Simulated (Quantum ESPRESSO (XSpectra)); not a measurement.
Quantum ESPRESSO (XSpectra) run for X-ray absorption at the Se K edge of InSe (P6₃/mmc). Geometry: Materials Project entry mp-20485 (a computed structure). The cell is the entry's, not relaxed again. The ground-state test found a gap, so occupations are fixed and the excited electron is left out (charged cell on a uniform background); energies count from the highest occupied level. pw.x input:

```
&CONTROL
  calculation = 'scf'
  prefix = 'x'
  pseudo_dir = './pseudo'
  outdir = './out'
/
&SYSTEM
  ibrav = 0
  nat = 32
  ntyp = 3
  ecutwfc = 56
  input_dft = 'PZ'
  tot_charge = 1
  occupations = 'fixed'
/
&ELECTRONS
  conv_thr = 3.2e-07
  mixing_beta = 0.4
/
ATOMIC_SPECIES
Seh 78.971 Se.lda-tm-gipaw-star1s.UPF
In 114.818 In.upf
Se 78.971 Se.lda-tm-gipaw.UPF
CELL_PARAMETERS angstrom
   8.083460125    0.000000000    0.000000000
  -4.041730063    7.000481819    0.000000000
   0.000000000    0.000000000   17.428440000
ATOMIC_POSITIONS crystal
In     0.166666665    0.333333335    0.330300000
In     0.166666665    0.833333335    0.330300000
In     0.666666665    0.333333335    0.330300000
In     0.666666665    0.833333335    0.330300000
In     0.333333335    0.166666665    0.669700000
In     0.333333335    0.666666665    0.669700000
In     0.833333335    0.166666665    0.669700000
In     0.833333335    0.666666665    0.669700000
In     0.333333335    0.166666665    0.830300000
In     0.333333335    0.666666665    0.830300000
In     0.833333335    0.166666665    0.830300000
In     0.833333335    0.666666665    0.830300000
In     0.166666665    0.333333335    0.169700000
In     0.166666665    0.833333335    0.169700000
In     0.666666665    0.333333335    0.169700000
In     0.666666665    0.833333335    0.169700000
Seh    0.166666665    0.333333335    0.597320000
Se     0.166666665    0.833333335    0.597320000
Se     0.666666665    0.333333335    0.597320000
Se     0.666666665    0.833333335    0.597320000
Se     0.333333335    0.166666665    0.402680000
Se     0.333333335    0.666666665    0.402680000
Se     0.833333335    0.166666665    0.402680000
Se     0.833333335    0.666666665    0.402680000
Se     0.333333335    0.166666665    0.097320000
Se     0.333333335    0.666666665    0.097320000
Se     0.833333335    0.166666665    0.097320000
Se     0.833333335    0.666666665    0.097320000
Se     0.166666665    0.333333335    0.902680000
Se     0.166666665    0.833333335    0.902680000
Se     0.666666665    0.333333335    0.902680000
Se     0.666666665    0.833333335    0.902680000
K_POINTS automatic
2 2 1 0 0 0
```

xspectra.x input:

```
&input_xspectra
  calculation = 'xanes_dipole'
  edge = 'K'
  prefix = 'x'
  outdir = './out'
  xonly_plot = .false.
  xiabs = 1
  xcoordcrys = .false.
  xepsilon(1) = 1.0
  xepsilon(2) = 0.0
  xepsilon(3) = 0.0
  xniter = 1500
  xcheck_conv = 50
  xerror = 0.002
  x_save_file = 'x0.sav'
/
&plot
  xnepoint = 451
  xemin = -5.0
  xemax = 40.0
  xgamma = 1.5
  terminator = .true.
  cut_occ_states = .true.
/
&pseudos
  filecore = 'core.wfc'
/
&cut_occ
  cut_desmooth = 0.1
  cut_stepl = 0.01
  cut_ierror = 1e-6
/
3 3 1 1 1 1
```

End of the pw.x output:

```
    -8.6681  -8.5821  -8.5812  -8.5779  -8.5772  -8.5523  -8.5516  -8.5360
    -8.5355  -8.5140  -8.5134  -8.4974  -8.4968  -8.4437  -8.4429  -8.4424
    -8.4415  -8.4136  -8.4128  -8.4032  -8.4022  -8.2971  -8.2960  -8.2570
    -8.2557  -7.6294  -7.4507  -7.4353  -7.2857  -7.0354  -6.9517  -6.9450
    -6.8704  -6.8700  -6.8153  -6.8143  -6.3694  -6.3638  -6.2623  -6.2620
    -1.4654  -1.2675  -1.0990  -0.7784  -0.4041  -0.3275  -0.3218  -0.2504
    -0.1062  -0.1040   0.1832   0.4994   0.5257   0.5408   1.1241   1.1830
     1.3492   1.4235   1.4317   1.9645   1.9774   2.0924   2.1422   2.1587
     2.3888   2.4708   2.4751   2.5118   2.5189   2.7336   2.7442   2.7642
     2.7998   2.8002   2.9850   3.0111   3.0184   3.3518   3.4839   3.5388
     3.5637   3.5945   3.6788   3.7401   3.7894   3.8022   4.0060   4.0168
     4.1698   4.1734   4.2423   4.4211   4.5112   4.5233   5.0711   5.0899

     highest occupied level (ev):     5.3551

!    total energy              =   -2741.15834092 Ry
     estimated scf accuracy    <       0.00000008 Ry

     The total energy is the sum of the following terms:
     one-electron contribution =   -1134.06103603 Ry
     hartree contribution      =     749.22466985 Ry
     xc contribution           =   -1017.57004886 Ry
     ewald contribution        =   -1338.75192588 Ry

     convergence has been achieved in  18 iterations

     XML data file, charge density, pseudopotentials, collected wavefunctions
```

xspectra.x output, shortened:

```
... Begin STEP 1 ...

        Radial transition matrix element(s) used in the calculation of the
        initial vector of the Lanczos basis (|tilde{phi}_abs> normalized)
        | For PAW proj. (l=1) #1: radial matrix element =   0.003687209
        | For PAW proj. (l=1) #2: radial matrix element =   0.004737717

NB: the     3 k-point are not all listed below because npool=  4
        |-------------------------------------------------------------
        ! k-point #     1:  ( 0.1667,  0.2887,  0.2319),  0.2222,   1
        |-------------------------------------------------------------
 okvan= F
        |   Norm of the initial Lanczos vector: 0.28547466E-02
        !   => CONVERGED at iter    200 with error=  0.00179868
        |-------------------------------------------------------------
        ! k-point #     2:  ( 0.1667,  0.6736,  0.2319),  0.2222,   1
        |-------------------------------------------------------------
 okvan= F
        |   Norm of the initial Lanczos vector: 0.28547466E-02
        !   => CONVERGED at iter    250 with error=  0.00112271
        |-------------------------------------------------------------
        ! k-point #     3:  ( 0.1667,  1.0585,  0.2319),  0.2222,   1
        |-------------------------------------------------------------
 okvan= F
        |   Norm of the initial Lanczos vector: 0.28547469E-02
        !   => CONVERGED at iter    250 with error=  0.00084512

     Results of STEP 1 successfully written in x_save_file
     x_save_
        ...
... Begin STEP 2 ...

     The spectrum is calculated using the following parameters:
        energy-zero of the spectrum [eV]:    5.3551
        the occupied states are elimintate from the spectrum
        xemin [eV]:  -5.00
        xemax [eV]:  40.00
        xnepoint:  451
        constant broadening parameter [eV]:    1.500
        Core level energy [eV]: -0.1266E+05
         (from electron binding energy of neutral atoms in X-ray data booklet)

     Cross-section successfully written in xanes.dat

     ... End STEP 2 ...

     xanes        :     72.77s CPU     73.41s WALL (       1 calls)

     -------------------------------------------------------------------------
                                END JOB XSpectra
     -------------------------------------------------------------------------
```

xanes.dat for the field along x, every fifth line (energy in eV, cross section):

```
   -5.000   6.4870e-05
   -4.500   7.2580e-05
   -4.000   8.2010e-05
   -3.500   9.3740e-05
   -3.000   1.0860e-04
   -2.500   1.2790e-04
   -2.000   1.5360e-04
   -1.500   1.8880e-04
   -1.000   2.3800e-04
   -0.500   3.0800e-04
    0.000   4.0480e-04
    0.500   5.2770e-04
    1.000   6.4890e-04
    1.500   7.1960e-04
    2.000   7.2730e-04
    2.500   7.1700e-04
    3.000   7.2630e-04
    3.500   7.4380e-04
    4.000   7.3340e-04
    4.500   6.9450e-04
    5.000   6.6130e-04
    5.500   6.5480e-04
    6.000   6.7100e-04
    6.500   6.9170e-04
    7.000   7.0250e-04
    7.500   7.0010e-04
    8.000   6.7980e-04
    8.500   6.3830e-04
    9.000   5.8630e-04
    9.500   5.4000e-04
   10.000   5.0590e-04
   10.500   4.8200e-04
   11.000   4.6740e-04
   11.500   4.6420e-04
   12.000   4.7400e-04
   12.500   4.9480e-04
   13.000   5.1950e-04
   13.500   5.3730e-04
   14.000   5.4020e-04
   14.500   5.2970e-04
   15.000   5.1690e-04
   15.500   5.1330e-04
   16.000   5.2270e-04
   16.500   5.4130e-04
   17.000   5.6220e-04
   17.500   5.8070e-04
   18.000   5.9560e-04
   18.500   6.0360e-04
   19.000   5.9780e-04
   19.500   5.7960e-04
   20.000   5.6190e-04
   20.500   5.5410e-04
   21.000   5.5570e-04
   21.500   5.6420e-04
   22.000   5.8220e-04
   22.500   6.1250e-04
   23.000   6.4960e-04
   23.500   6.7770e-04
   24.000   6.8330e-04
   24.500   6.6790e-04
   25.000   6.4250e-04
   25.500   6.1540e-04
   26.000   5.9000e-04
   26.500   5.6910e-04
   27.000   5.5580e-04
   27.500   5.5100e-04
   28.000   5.5290e-04
   28.500   5.5920e-04
   29.000   5.6710e-04
   29.500   5.7420e-04
   30.000   5.7910e-04
   30.500   5.8220e-04
   31.000   5.8350e-04
   31.500   5.8020e-04
   32.000   5.7010e-04
   32.500   5.5500e-04
   33.000   5.3950e-04
   33.500   5.2760e-04
   34.000   5.2070e-04
   34.500   5.1780e-04
   35.000   5.1670e-04
   35.500   5.1470e-04
   36.000   5.0850e-04
   36.500   4.9480e-04
   37.000   4.7420e-04
   37.500   4.5140e-04
   38.000   4.3050e-04
   38.500   4.1250e-04
   39.000   3.9740e-04
   39.500   3.8660e-04
   40.000   3.8190e-04
```
